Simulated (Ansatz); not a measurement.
AlNi (CsCl type)

```yaml
crystal:
  lattice:
    - [2.89304, 0.00000, 0.00000]
    - [0.00000, 2.89304, 0.00000]
    - [0.00000, 0.00000, 2.89304]
  atoms:
    - { symbol: Al, position: [0.00000, 0.00000, 0.00000] }
    - { symbol: Ni, position: [0.50000, 0.50000, 0.50000] }
```

In each cell atom 2 (Ni, nearest neighbour Al at 2.505 Å; its periodic images, 2.9 Å or more away, move with it) moves by s·(0.707, 0.707, 0.000) (along Cartesian [110]), the rest being held.

All values below come from PBE (plane waves to 420 eV, PAW, scalar-relativistic; Ansatz, a first-principles code). k mesh 13×13×13 (Γ-centred), Fermi-Dirac smearing 0.05 eV. The energy includes the smearing's −TS. With partly filled bands, energies and forces of such displacements shift with the k mesh and the smearing. AlNi is run without spin polarisation. AlNi was relaxed with its symmetry unable to fall. ΔE is measured from the undisplaced structure. The last digit holds for this mesh only.

```
s (Å)   ΔE (meV/cell)
------  -------------
-0.750         2300.1
-0.600       withheld
-0.450          671.1
-0.300          274.4
-0.150           64.9
0.000             0.0
0.150            64.9
0.300           274.4
0.450           671.1
0.600        withheld
0.750          2300.1
```

Question: Fit an even polynomial form (powers 2, 4, 6) to the given rows and predict ΔE at s = 0.600.

Answer: Least squares on the 9 given rows: ΔE = (2829)·s² + (2484)·s⁴ + (-432.8)·s⁶, in meV/cell with s in Å; root-mean-square residual 0.07 meV/cell. At 0.600 the fit gives 1320.2 meV/cell; the calculation gives 1320.3 meV/cell, so the interpolation is off by -0.1 (-0.0 %). The quadratic term alone would give 1018.4 meV/cell.

(A displaced cell: forces are minus the slopes of the energy, force constants its curvatures, and phonons follow from these.)
